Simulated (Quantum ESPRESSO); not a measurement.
## Band energies of BeSe

```
CELL_PARAMETERS angstrom
      0.00000     2.56513     2.56513
      2.56513     0.00000     2.56513
      2.56513     2.56513     0.00000
ATOMIC_POSITIONS crystal
  Be 0.00000 0.00000 0.00000
  Se 0.75000 0.75000 0.75000
```

PBEsol (pw.x of Quantum ESPRESSO, ONCV potentials, scalar-relativistic); path ΓXWKΓLUWLK,UX; energies in eV from the valence-band maximum.

| k (1/Å) | point | band 6 | band 7 | band 8 | band 9 | band 10 | band 11 | band 12 | band 13 |
|---|---|---|---|---|---|---|---|---|---|
| 0.00 | Γ | -46.79 | -13.88 | 0.00 | 0.00 | 0.00 | 4.28 | 5.00 | 5.00 |
| 0.45 |  | -46.79 | -13.45 | -1.98 | -1.11 | -1.11 | 4.13 | 6.15 | 6.84 |
| 0.89 |  | -46.79 | -12.46 | -4.39 | -2.38 | -2.38 | 2.93 | 4.60 | 10.14 |
| 1.22 | X | -46.79 | -12.05 | -5.14 | -2.70 | -2.70 | 2.47 | 4.14 | 11.78 |
| 1.35 |  | -46.79 | -12.04 | -5.10 | -2.79 | -2.77 | 2.69 | 4.32 | 11.48 |
| 1.84 | W | -46.79 | -12.01 | -4.44 | -3.89 | -3.37 | 6.03 | 7.11 | 7.31 |
| 2.27 | K | -46.79 | -12.06 | -4.70 | -4.11 | -2.25 | 3.64 | 6.78 | 9.74 |
| 2.67 |  | -46.79 | -12.51 | -4.60 | -3.32 | -1.26 | 4.92 | 7.27 | 7.64 |
| 3.07 |  | -46.79 | -13.36 | -2.82 | -1.53 | -0.34 | 5.10 | 5.68 | 6.09 |
| 3.47 |  | -46.79 | -13.86 | -0.22 | -0.08 | -0.01 | 4.39 | 5.03 | 5.08 |
| 3.57 | Γ | -46.79 | -13.88 | 0.00 | 0.00 | 0.00 | 4.28 | 5.00 | 5.00 |
| 3.89 |  | -46.79 | -13.66 | -1.76 | -0.29 | -0.29 | 4.51 | 5.48 | 5.48 |
| 4.42 |  | -46.79 | -12.69 | -5.36 | -1.01 | -1.01 | 4.33 | 5.98 | 5.98 |
| 4.63 | L | -46.79 | -12.51 | -5.80 | -1.09 | -1.09 | 4.30 | 5.94 | 5.94 |
| 4.84 |  | -46.79 | -12.45 | -5.67 | -1.74 | -1.28 | 4.76 | 5.89 | 6.42 |
| 5.27 |  | -46.79 | -12.11 | -4.78 | -4.02 | -2.10 | 3.86 | 7.53 | 9.18 |
| 5.38 | U | -46.79 | -12.06 | -4.70 | -4.11 | -2.25 | 3.64 | 6.78 | 9.74 |
| 5.70 |  | -46.79 | -12.02 | -4.51 | -3.92 | -3.18 | 5.48 | 7.04 | 7.64 |
| 5.81 | W | -46.79 | -12.01 | -4.44 | -3.89 | -3.37 | 6.03 | 7.11 | 7.31 |
| 6.07 |  | -46.79 | -12.12 | -4.85 | -3.65 | -2.56 | 5.65 | 6.16 | 8.61 |
| 6.42 |  | -46.79 | -12.42 | -5.61 | -1.96 | -1.39 | 4.99 | 5.67 | 6.81 |
| 6.68 | L | -46.79 | -12.51 | -5.80 | -1.09 | -1.09 | 4.30 | 5.94 | 5.94 |
| 6.76 |  | -46.79 | -12.50 | -5.78 | -1.20 | -1.12 | 4.41 | 5.90 | 6.01 |
| 7.10 |  | -46.79 | -12.29 | -5.33 | -2.91 | -1.68 | 4.47 | 7.15 | 7.58 |
| 7.43 | K | -46.79 | -12.06 | -4.70 | -4.11 | -2.25 | 3.64 | 6.78 | 9.74 |
| 7.43 | U | -46.79 | -12.06 | -4.70 | -4.11 | -2.25 | 3.64 | 6.78 | 9.74 |
| 7.86 | X | -46.79 | -12.05 | -5.14 | -2.70 | -2.70 | 2.47 | 4.14 | 11.78 |

The PBEsol gap is indirect, 2.47 eV, from Γ to X; the smallest direct gap is 4.28 eV.

Spin-orbit splittings are left out.

Geometry relaxed with PBEsol.
